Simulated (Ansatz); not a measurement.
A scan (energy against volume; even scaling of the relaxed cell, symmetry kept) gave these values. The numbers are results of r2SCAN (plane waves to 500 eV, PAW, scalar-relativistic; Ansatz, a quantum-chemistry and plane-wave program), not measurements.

- Bulk modulus at fixed cell shape B₀ (third-order Birch-Murnaghan fit): 68.8 GPa
- Pressure derivative B₀′ (fit): 5.4
- Equilibrium volume of the fit: 17.77 Å³/atom

Problem. Of these crystals, all scanned alike, which one is it?
(A) Ni₃(PbS)₂ (space group R-3m)
(B) TaSiAs (space group P4/nmm)
(C) Nb₃B₄ (space group Immm)
(D) Re (hcp, Mg type)

Solution. A, Ni₃(PbS)₂ (space group R-3m). The others have, for the bulk modulus at fixed cell shape: TaSiAs 167 GPa, Re 387 GPa, Nb3B4 283 GPa

All were relaxed with their symmetry unable to fall. At this level the bands of Ni3(PbS)2 touch or barely overlap. Nb3B4 is run without spin polarisation. Ni3(PbS)2 is run without spin polarisation. Re is run without spin polarisation. Spin-orbit coupling is left out. TaSiAs is run without spin polarisation. With the shape held, the modulus is that of even scaling; a crystal free to change shape is softer.

(Under strain, the slope of the energy per volume gives the stress and its curvature an elastic modulus.)
